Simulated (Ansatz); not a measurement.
**Diamond alloy of Si and Ge (40 of 64 Si sites exchanged), 64 atoms**

Ansatz, PAW, plane waves. PBEsol relaxation of volume and atoms (shape held) at the single k point (¼, ¼, ¼) without its symmetry partners; single points on the relaxed atoms at the single k point (¼, ¼, ¼) without its symmetry partners, onto which points of the small cell's zone fold. Arrangement: random. No spin–orbit coupling unless named.

Relaxed structure:

```
Si Ge
1.0
    11.14795    0.00000    0.00000
     0.00000   11.14795    0.00000
     0.00000    0.00000   11.14795
Si Ge
24 40
Direct
  0.99782 0.99881 0.00151
  0.00312 0.49844 0.99738
  0.00276 0.49753 0.49831
  0.50006 0.99596 0.99991
  0.49883 0.50092 0.00086
  0.24883 0.25445 0.49981
  0.25275 0.75081 0.00222
  0.25143 0.74703 0.49800
  0.37003 0.37576 0.62482
  0.37782 0.87298 0.12359
  0.87589 0.87786 0.12453
  0.87292 0.87806 0.62722
  0.24858 0.49717 0.74965
  0.74990 0.99770 0.75133
  0.37494 0.62958 0.37434
  0.87677 0.12622 0.37298
  0.00131 0.25029 0.25416
  0.00254 0.25213 0.75221
  0.49955 0.24931 0.24848
  0.49781 0.75197 0.25104
  0.12442 0.37416 0.37665
  0.12405 0.37698 0.87268
  0.62429 0.87326 0.37182
  0.62599 0.87917 0.87593
  0.99738 0.00163 0.50085
  0.50106 0.99849 0.49680
  0.49443 0.50087 0.49956
  0.12083 0.12504 0.12560
  0.12545 0.13045 0.62535
  0.12618 0.62443 0.12150
  0.12757 0.62237 0.62216
  0.62160 0.12269 0.12513
  0.62766 0.12250 0.62608
  0.62081 0.62753 0.12491
  0.62470 0.62573 0.62462
  0.24704 0.25218 0.99870
  0.75035 0.24912 0.00055
  0.75275 0.24828 0.49819
  0.75002 0.75494 0.00088
  0.75037 0.75398 0.50009
  0.37723 0.37565 0.12598
  0.37313 0.87245 0.62263
  0.88027 0.37528 0.12582
  0.87978 0.37488 0.62509
  0.25267 0.99886 0.24771
  0.24913 0.00026 0.74980
  0.25031 0.50078 0.25405
  0.75161 0.99888 0.25117
  0.74955 0.50114 0.24950
  0.75110 0.50017 0.74988
  0.37449 0.13013 0.37520
  0.37637 0.12325 0.87722
  0.37259 0.62301 0.87643
  0.87724 0.12315 0.87296
  0.87757 0.62452 0.37691
  0.87697 0.62504 0.87713
  0.99937 0.75133 0.24661
  0.00006 0.75137 0.74765
  0.49781 0.25125 0.74759
  0.50148 0.75192 0.75340
  0.12689 0.87354 0.37674
  0.12542 0.87504 0.87994
  0.62219 0.37308 0.37347
  0.62301 0.37711 0.87660
```

(1) What are the mean bond lengths by pair (pairs within 1.2 times the sum of covalent radii, less contacts 15 % beyond the pair's median; cation–cation pairs of compounds aside; long ionic contacts are cut short by that bound)?

(2) What gap lies between the top filled and the lowest empty level in the single points?

Answers

(1) Ge–Ge 2.445 ± 0.007 Å (standard deviation, 51 bonds); Ge–Si 2.403 ± 0.007 Å (standard deviation, 58 bonds); Si–Si 2.365 ± 0.007 Å (standard deviation, 19 bonds).

(2) HSE06 1.71 eV (27 s on NVIDIA GB200). Away from Γ this isn't the crystal's band gap. An indirect band minimum needn't fold onto Γ of this cell; where it doesn't, these gaps are too wide.
